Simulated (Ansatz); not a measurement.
OsRu, DFT, PBEsol, PAW with Ansatz's default frozen-core files, scalar-relativistic (Ansatz 0.2.0), on 1 thread of Arm Neoverse V1 (shared host).

Command: `ansatz run input.yaml --threads 1 --pin off --max-ram 2048MiB --backend cpu --events-out ev --progress --plain --runs-dir out`

```yaml
crystal:
  lattice:
    - [2.7250933462, 0.0, 0.0]
    - [-1.3625466731, 2.3600000655, 0.0]
    - [0.0, 0.0, 4.3063727698]
  atoms:
    - { symbol: Ru, position: [0.0, 0.0, 0.0] }
    - { symbol: Os, position: [0.3333333333, 0.6666666667, 0.5] }
kpoints:
  mp_grid: { grid: [15, 15, 9] }
  band_path:
    path:
      - [0.0, 0.0, 0.0]
      - [0.5, 0.0, 0.0]
      - [0.3333333333, 0.3333333333, 0.0]
      - [0.0, 0.0, 0.0]
      - [0.0, 0.0, 0.5]
      - [0.5, 0.0, 0.5]
      - [0.3333333333, 0.3333333333, 0.5]
      - [0.0, 0.0, 0.5]
      - [0.5, 0.0, 0.5]
    npoints: 6
scf:
  occupations: { method: fermi_dirac, width: 0.05 }
hamiltonian:
  xc: pbesol
  pseudopotentials: { kind: paw }
output:
  forces: true
  stress: true
  eigenvalues: true
  efg: { contact_densities: true }
  populations: true
  write_density: true
  write_potential: true
  elf: true
  volumetric_format: npy
```

Problem. How large is the problem that the program sets up?

Solution. 135 irreducible k-points, 537 plane waves at Γ, 20 bands.

Problem. About how long does it take?

Solution. 12 s of wall time for 6 SCF iterations. Times on shared machines scatter by tens of per cent.
